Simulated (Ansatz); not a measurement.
CsSnI$_{3}$:
```xyz
20
Lattice="10.6075 0.0000 0.0000 0.0000 4.7740 0.0000 0.0000 0.0000 17.9474" Properties=species:S:1:pos:R:3 pbc="T T T"
Cs     9.7140     3.5805    12.0160
Cs     6.1972     1.1935     3.0424
Cs     4.4103     3.5805    14.9050
Cs     0.8934     1.1935     5.9313
I      5.5959     3.5805    11.0545
I     10.3153     1.1935     2.0808
I      0.2922     3.5805    15.8666
I      5.0115     1.1935     6.8929
I      1.7726     3.5805     8.9928
I      3.5311     1.1935     0.0191
I      7.0764     3.5805    17.9283
I      8.8348     1.1935     8.9546
I      2.1856     1.1935    12.7068
I      3.1181     3.5805     3.7331
I      7.4893     1.1935    14.2142
I      8.4219     3.5805     5.2405
Sn     3.6328     1.1935    10.0851
Sn     1.6709     3.5805     1.1115
Sn     8.9366     1.1935    16.8359
Sn     6.9746     3.5805     7.8622
```

Relaxed with r²SCAN. Independent-particle spectrum: no excitons, no local fields, no scissors shift; 0.1 eV broadening; ε₁ of the summed bands alone.

Task: Tabulate the dielectric function from DFT-r²SCAN in the program Ansatz with PAW potentials.

Result: 

| E (eV) | ε₁ xx | ε₂ xx | ε₁ yy | ε₂ yy | ε₁ zz | ε₂ zz |
|---|---|---|---|---|---|---|
| 0.0 | 4.99 | 0.00 | 5.38 | 0.00 | 5.02 | 0.00 |
| 0.4 | 5.02 | 0.00 | 5.41 | 0.00 | 5.04 | 0.00 |
| 0.8 | 5.10 | 0.00 | 5.51 | 0.00 | 5.12 | 0.00 |
| 1.2 | 5.26 | 0.00 | 5.70 | 0.00 | 5.27 | 0.00 |
| 1.6 | 5.52 | 0.00 | 6.00 | 0.00 | 5.51 | 0.00 |
| 2.0 | 5.96 | 0.00 | 6.49 | 0.00 | 5.88 | 0.00 |
| 2.4 | 7.11 | 0.17 | 7.34 | 0.00 | 6.65 | 0.06 |
| 2.8 | 7.18 | 1.23 | 9.11 | 0.32 | 7.31 | 0.57 |
| 3.2 | 9.01 | 2.00 | 13.25 | 4.38 | 9.67 | 1.46 |
| 3.6 | 6.76 | 6.61 | 8.15 | 7.50 | 7.78 | 7.54 |
| 4.0 | 4.49 | 4.89 | 4.13 | 10.73 | 5.74 | 4.14 |
| 4.4 | 5.31 | 6.68 | 0.56 | 7.91 | 7.18 | 7.73 |
| 4.8 | 1.51 | 7.75 | -0.30 | 5.17 | 3.85 | 8.28 |
| 5.2 | 0.29 | 4.29 | -1.29 | 3.94 | -0.50 | 5.93 |
| 5.6 | -0.02 | 3.10 | -0.76 | 1.97 | -1.07 | 4.78 |
| 6.0 | 1.98 | 2.26 | 1.62 | 1.26 | 0.20 | 2.05 |
| 6.4 | 2.65 | 2.16 | 3.18 | 2.49 | 2.31 | 2.04 |
| 6.8 | 3.20 | 3.76 | 1.77 | 3.93 | 2.26 | 3.41 |
| 7.2 | 2.86 | 3.77 | 1.49 | 3.27 | 1.39 | 3.97 |
| 7.6 | 0.91 | 5.23 | 1.62 | 3.23 | 0.95 | 3.62 |
| 8.0 | -0.07 | 3.90 | 0.78 | 3.83 | 0.57 | 3.57 |
| 8.4 | -0.10 | 3.37 | 0.12 | 3.10 | 0.47 | 3.36 |
| 8.8 | -0.27 | 3.32 | 0.28 | 2.73 | 0.17 | 3.08 |
| 9.2 | -0.18 | 2.63 | 0.32 | 2.48 | 0.15 | 2.89 |
| 9.6 | 0.01 | 2.51 | -0.03 | 2.44 | 0.09 | 2.72 |
| 10.0 | -0.33 | 2.25 | 0.05 | 2.35 | -0.56 | 2.56 |
| 10.4 | -0.34 | 2.01 | -0.28 | 2.21 | -0.43 | 2.07 |
| 10.8 | -0.21 | 1.64 | -0.21 | 1.68 | -0.38 | 1.76 |
| 11.2 | -0.04 | 1.56 | 0.03 | 1.48 | -0.20 | 1.67 |
| 11.6 | -0.13 | 1.45 | 0.07 | 1.40 | -0.21 | 1.48 |
| 12.0 | -0.06 | 1.21 | 0.36 | 1.05 | -0.19 | 1.08 |

Task: From ε at 3.0 eV (xx: 7.74 + 1.26i), find n, k, the normal reflectivity and the absorption coefficient.

Result: n = 2.79, k = 0.226, R = 23 %, α = 2kE/ħc = 69000 cm⁻¹.

With all bands, ε∞ without local fields is 5.07 (xx), 5.46 (yy), 5.09 (zz).

Space group Pnma. The cell was relaxed with r²SCAN under the symmetry of its start. Scalar-relativistic: spin–orbit coupling is off unless named, which matters more the heavier the elements.

Potentials: the later of the program's two PAW sets.
